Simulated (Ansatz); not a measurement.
InMo2C in space group P6_3/mmc (No. 194; In on 2d, Mo on 4f, C on 2a) at seven volumes, plane-wave PAW PBE (Ansatz code), shape and atoms relaxed at each. One row is withheld.

```json
[
 {"V (Å³/atom)": "13.501", "P (GPa)": "19.98"},
 {"V (Å³/atom)": "13.946", "P (GPa)": "12.10"},
 {"V (Å³/atom)": "14.391", "P (GPa)": "5.61"},
 {"V (Å³/atom)": "14.836", "P (GPa)": "0.00"},
 {"V (Å³/atom)": "15.282", "P (GPa)": "-4.68"},
 {"V (Å³/atom)": "15.727", "P (GPa)": "-8.51"},
 {"V (Å³/atom)": "16.172", "P (GPa)": "?"}
]
```

Task: Fit the shown pressures and predict the withheld one.

Result: P = (3/2)B₀(x^(7/2) − x^(5/2))[1 + (3/4)(B′ − 4)(x − 1)] with x = (V₀/V)^(2/3). Least squares on the six rows gives V₀ = 14.838 Å³/atom, B₀ = 169 GPa, B′ = 4.80. At V = 16.172, x = 0.9442 and P = -11.84 GPa. The run itself gave -11.52 GPa.

The start of the workflow was typed in or built on a structure type; neither database checked (COD, Materials Project) lists it. Its standing as an ambient phase is unchecked. The PBE relaxation kept the symmetry of its start; whether a distortion lowers the energy is not shown. The run is not spin-polarised.

Potentials: the earlier of the program's two PAW sets.
